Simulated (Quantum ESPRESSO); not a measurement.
# HfW4Pt2Ta: finding a planted mistake in a log

A calculation, not a measurement. The program is pw.x of Quantum ESPRESSO 7.5 (plane-wave density functional theory). The cell is made up: eight metal atoms on a face-centred cubic lattice, with elements, volume, strain and displacements drawn at random and not relaxed, so it may be unstable or far from any real phase. PseudoDojo standard norm-conserving files set the functional (PBE unless stated); there is no spin polarisation or spin-orbit coupling, the Fermi-Dirac width of 0.25 eV means electrons at about 2900 K, and the masses in the input are unused placeholders. Heavy elements are run without spin-orbit coupling, which real alloys of them have. A spin test at this wide smearing found no moment, but such smearing suppresses magnetism that the real alloy may have.

Intended input:

```
&control calculation='scf', pseudo_dir='./dojo.nc.sr.pbe.v0_5.standard.upf', outdir='./o', disk_io='minimal', tprnfor=.true., tstress=.true. /
&system ibrav=0, nat=8, ntyp=4, nbnd=77, ecutwfc=84.00895049, nosym=.true., tot_charge=0,
 occupations='smearing', smearing='fd', degauss=0.0183746611
/
&electrons conv_thr=1.470e-08, electron_maxstep=70, mixing_beta=0.5 /
ATOMIC_SPECIES
Hf 1.0 Hf.upf
Pt 1.0 Pt.upf
Ta 1.0 Ta.upf
W 1.0 W.upf
CELL_PARAMETERS angstrom
0.0 -2.0216 -2.0216
0.0 4.0433 -4.0433
8.0866 0.0 0.0
ATOMIC_POSITIONS angstrom
Hf 0.1771 0.1127 0.0953
W 4.0456 0.03 -0.065
Pt -0.0835 2.0031 -1.9681
W 4.0235 1.9598 -1.969
Pt 1.9778 0.0686 -1.9788
W 6.1144 -0.0962 -1.9223
W 2.0747 1.9364 -4.0658
Ta 6.056 2.1005 -3.9902
K_POINTS automatic
8 4 3 1 1 1
```

The log is shortened where brackets say so; the opening notice, blank lines, dates and the lines on written files are dropped, and the path of the files is cut. It prints rydbergs, bohrs and kilobars, and counts compression as positive stress. Its total energy is the free energy E - TS of the whole cell.

Log of the intended run:

```
     Program PWSCF v.7.5
     Parallel version (MPI & OpenMP), running on       4 processor cores
     Number of MPI processes:                 4
     Threads/MPI process:                     1
     [start-up lines left out]
     bravais-lattice index     =            0
     lattice parameter (alat)  =       5.4027  a.u.
     unit-cell volume          =     892.1210 (a.u.)^3
     number of atoms/cell      =            8
     number of atomic types    =            4
     number of electrons       =       117.00
     number of Kohn-Sham states=           77
     kinetic-energy cutoff     =      84.0090  Ry
     charge density cutoff     =     336.0358  Ry
     scf convergence threshold =      1.5E-08
     mixing beta               =       0.5000
     number of iterations used =            8  plain     mixing
     Exchange-correlation= PBE
                           (   1   4   3   4   0   0   0)
     [axes and pseudopotential details left out]
   Cartesian axes
     site n.     atom                  positions (alat units)
         1        Hf     tau(   1) = (   0.0619453   0.0394197   0.0333336  )
         2        W      tau(   2) = (   1.4150530   0.0104933  -0.0227354  )
         3        Pt     tau(   3) = (  -0.0292063   0.7006359  -0.6883938  )
         4        W      tau(   4) = (   1.4073230   0.6854906  -0.6887086  )
         5        Pt     tau(   5) = (   0.6917866   0.0239946  -0.6921364  )
         6        W      tau(   6) = (   2.1386692  -0.0336484  -0.6723740  )
         7        W      tau(   7) = (   0.7256799   0.6773059  -1.4221185  )
         8        Ta     tau(   8) = (   2.1182423   0.7347041  -1.3956754  )
     number of k points=    48  Fermi-Dirac smearing, width (Ry)=  0.0184
                       cart. coord. in units 2pi/alat
        k(    1) = (   0.0589241  -0.0000011  -0.0883873), wk =   0.0416667
        k(    2) = (  -0.1767723  -0.0000011  -0.0883873), wk =   0.0416667
     [further k points left out]
     Dense  grid:    92865 G-vectors     FFT dimensions: (  32,  64,  90)
     Estimated max dynamical RAM per process >     352.29 MB
     Estimated total dynamical RAM >       1.31 GB
     Initial potential from superposition of free atoms
     starting charge     116.9949, renormalised to     117.0000
     Starting wfcs are   80 randomized atomic wfcs
     total cpu time spent up to now is        4.7 secs
     per-process dynamical memory:   274.1 Mb
     Self-consistent Calculation
     iteration #  1     ecut=    84.01 Ry     beta= 0.50
     Davidson diagonalization with overlap
     ethr =  1.00E-02,  avg # of iterations =  2.7
     total cpu time spent up to now is       17.8 secs
     total energy              =   -1369.24230122 Ry
     estimated scf accuracy    <       4.80010356 Ry
     iteration #  2     ecut=    84.01 Ry     beta= 0.50
     Davidson diagonalization with overlap
     ethr =  4.10E-03,  avg # of iterations =  3.0
     total cpu time spent up to now is       31.3 secs
     total energy              =   -1367.43084380 Ry
     estimated scf accuracy    <      59.04512091 Ry
     [iterations 3 to 18 left out]
     iteration # 19     ecut=    84.01 Ry     beta= 0.50
     Davidson diagonalization with overlap
     ethr =  4.19E-10,  avg # of iterations =  1.3
     total cpu time spent up to now is      202.8 secs
     total energy              =   -1372.22755159 Ry
     estimated scf accuracy    <       0.00000008 Ry
     iteration # 20     ecut=    84.01 Ry     beta= 0.50
     Davidson diagonalization with overlap
     ethr =  6.84E-11,  avg # of iterations =  2.1
     total cpu time spent up to now is      212.6 secs
     End of self-consistent calculation
     [lines on levels left out]
!    total energy              =   -1372.22755160 Ry
     estimated scf accuracy    <          3.0E-09 Ry
     smearing contrib. (-TS)   =      -0.11323635 Ry
     internal energy E=F+TS    =   -1372.11431526 Ry
     The total energy is F=E-TS. E is the sum of the following terms:
     one-electron contribution =    -249.28309623 Ry
     hartree contribution      =     191.53424395 Ry
     xc contribution           =    -285.97046720 Ry
     ewald contribution        =   -1028.39499577 Ry
     convergence has been achieved in  20 iterations
     Forces acting on atoms (cartesian axes, Ry/au):
     atom    1 type  1   force =     0.00686138   -0.03216865   -0.01743015
     atom    2 type  4   force =    -0.07994704   -0.00164698    0.00886493
     atom    3 type  2   force =     0.00818727    0.02732118   -0.02846490
     atom    4 type  4   force =    -0.00496946    0.02121498   -0.01689111
     atom    5 type  2   force =     0.06163164   -0.00159453   -0.01270320
     atom    6 type  4   force =    -0.03207269    0.04812372   -0.03763291
     atom    7 type  4   force =     0.03001377   -0.01185703    0.05102560
     atom    8 type  3   force =     0.01029514   -0.04939269    0.05323173
     Total force =     0.167301     Total SCF correction =     0.000317
     Computing stress (Cartesian axis) and pressure
          total   stress  (Ry/bohr**3)                   (kbar)     P=       74.35
   0.00068019   0.00009106   0.00007439          100.06       13.40       10.94
   0.00009106   0.00036996  -0.00001655           13.40       54.42       -2.43
   0.00007439  -0.00001655   0.00046613           10.94       -2.43       68.57
     init_run     :      4.47s CPU      4.56s WALL (       1 calls)
     electrons    :    204.66s CPU    207.89s WALL (       1 calls)
     forces       :      1.94s CPU      1.94s WALL (       1 calls)
     stress       :      6.60s CPU      6.63s WALL (       1 calls)
     [timing details left out]
     PWSCF        :   3m37.80s CPU   3m41.19s WALL
     JOB DONE.
```

A second run was made from an input with one planted mistake. Its log:

```
     Program PWSCF v.7.5
     Parallel version (MPI & OpenMP), running on       4 processor cores
     Number of MPI processes:                 4
     Threads/MPI process:                     1
     [start-up lines left out]
     bravais-lattice index     =            0
     lattice parameter (alat)  =       5.4027  a.u.
     unit-cell volume          =     892.1210 (a.u.)^3
     number of atoms/cell      =            8
     number of atomic types    =            4
     number of electrons       =       117.00
     number of Kohn-Sham states=           77
     kinetic-energy cutoff     =      84.0090  Ry
     charge density cutoff     =     336.0358  Ry
     scf convergence threshold =      1.5E-08
     mixing beta               =       0.5000
     number of iterations used =            8  plain     mixing
     Exchange-correlation= PBE
                           (   1   4   3   4   0   0   0)
     [axes and pseudopotential details left out]
   Cartesian axes
     site n.     atom                  positions (alat units)
         1        Pt     tau(   1) = (   0.0619453   0.0394197   0.0333336  )
         2        W      tau(   2) = (   1.4150530   0.0104933  -0.0227354  )
         3        Hf     tau(   3) = (  -0.0292063   0.7006359  -0.6883938  )
         4        W      tau(   4) = (   1.4073230   0.6854906  -0.6887086  )
         5        Pt     tau(   5) = (   0.6917866   0.0239946  -0.6921364  )
         6        W      tau(   6) = (   2.1386692  -0.0336484  -0.6723740  )
         7        W      tau(   7) = (   0.7256799   0.6773059  -1.4221185  )
         8        Ta     tau(   8) = (   2.1182423   0.7347041  -1.3956754  )
     number of k points=    48  Fermi-Dirac smearing, width (Ry)=  0.0184
                       cart. coord. in units 2pi/alat
        k(    1) = (   0.0589241  -0.0000011  -0.0883873), wk =   0.0416667
        k(    2) = (  -0.1767723  -0.0000011  -0.0883873), wk =   0.0416667
     [further k points left out]
     Dense  grid:    92865 G-vectors     FFT dimensions: (  32,  64,  90)
     Estimated max dynamical RAM per process >     352.29 MB
     Estimated total dynamical RAM >       1.31 GB
     Initial potential from superposition of free atoms
     starting charge     116.9949, renormalised to     117.0000
     Starting wfcs are   80 randomized atomic wfcs
     total cpu time spent up to now is        4.8 secs
     per-process dynamical memory:   274.2 Mb
     Self-consistent Calculation
     iteration #  1     ecut=    84.01 Ry     beta= 0.50
     Davidson diagonalization with overlap
     ethr =  1.00E-02,  avg # of iterations =  2.7
     total cpu time spent up to now is       15.9 secs
     total energy              =   -1368.46741899 Ry
     estimated scf accuracy    <       5.86958376 Ry
     iteration #  2     ecut=    84.01 Ry     beta= 0.50
     Davidson diagonalization with overlap
     ethr =  5.02E-03,  avg # of iterations =  3.8
     total cpu time spent up to now is       28.6 secs
     total energy              =   -1365.81754390 Ry
     estimated scf accuracy    <      88.01032789 Ry
     [iterations 3 to 18 left out]
     iteration # 19     ecut=    84.01 Ry     beta= 0.50
     Davidson diagonalization with overlap
     ethr =  5.61E-10,  avg # of iterations =  1.7
     total cpu time spent up to now is      199.5 secs
     total energy              =   -1372.20650511 Ry
     estimated scf accuracy    <       0.00000010 Ry
     iteration # 20     ecut=    84.01 Ry     beta= 0.50
     Davidson diagonalization with overlap
     ethr =  8.32E-11,  avg # of iterations =  2.1
     total cpu time spent up to now is      209.3 secs
     End of self-consistent calculation
     [lines on levels left out]
!    total energy              =   -1372.20650512 Ry
     estimated scf accuracy    <          2.8E-09 Ry
     smearing contrib. (-TS)   =      -0.11947785 Ry
     internal energy E=F+TS    =   -1372.08702727 Ry
     The total energy is F=E-TS. E is the sum of the following terms:
     one-electron contribution =    -255.37791507 Ry
     hartree contribution      =     194.60190000 Ry
     xc contribution           =    -285.96307597 Ry
     ewald contribution        =   -1025.34793623 Ry
     convergence has been achieved in  20 iterations
     Forces acting on atoms (cartesian axes, Ry/au):
     atom    1 type  2   force =    -0.06628608   -0.05508458    0.01695998
     atom    2 type  4   force =    -0.03230881   -0.01390017    0.02716009
     atom    3 type  1   force =     0.07097625   -0.00640541    0.00764928
     atom    4 type  4   force =    -0.01711388    0.01003939    0.00350652
     atom    5 type  2   force =     0.06436808   -0.00032587   -0.01514890
     atom    6 type  4   force =    -0.04003876    0.01743012   -0.01401078
     atom    7 type  4   force =     0.02742817    0.04394863   -0.01546442
     atom    8 type  3   force =    -0.00702497    0.00429789   -0.01065175
     Total force =     0.157524     Total SCF correction =     0.000312
     Computing stress (Cartesian axis) and pressure
          total   stress  (Ry/bohr**3)                   (kbar)     P=       72.35
   0.00043468   0.00009127   0.00008639           63.94       13.43       12.71
   0.00009127   0.00047278  -0.00007179           13.43       69.55      -10.56
   0.00008639  -0.00007179   0.00056807           12.71      -10.56       83.57
     init_run     :      4.44s CPU      4.54s WALL (       1 calls)
     electrons    :    201.47s CPU    204.58s WALL (       1 calls)
     forces       :      1.96s CPU      1.96s WALL (       1 calls)
     stress       :      6.81s CPU      6.82s WALL (       1 calls)
     [timing details left out]
     PWSCF        :   3m34.90s CPU   3m38.16s WALL
     JOB DONE.
```

Question: the log repeats what the program read. Compare it with the intended run: what was wrong in the second input?

Answer: two atoms have their elements exchanged. The input lines that differ:

```
- Hf 0.1771 0.1127 0.0953
+ Pt 0.1771 0.1127 0.0953
- Pt -0.0835 2.0031 -1.9681
+ Hf -0.0835 2.0031 -1.9681
```

|  | intended run | run with the mistake |
| --- | --- | --- |
| free energy (eV) | -18670.107 | -18669.821 |
| entropy term -TS, part of it (eV) | -1.541 | -1.626 |
| pressure (GPa) | 7.44 | 7.24 |
| size of the largest force component (eV/Å) | 2.056 | 1.825 |
| largest change of a force component (eV/Å) |  | 1.881 |
| iterations | 20 | 20 |

For scale, a rerun of the intended cell at a higher cutoff and on a denser mesh moved values by no more than 0.017 eV in energy, 0.19 GPa in stress and 0.012 eV/Å in force, and a second program with other atomic files agreed on that cell to 2 % rms in force and 0.5 GPa in pressure.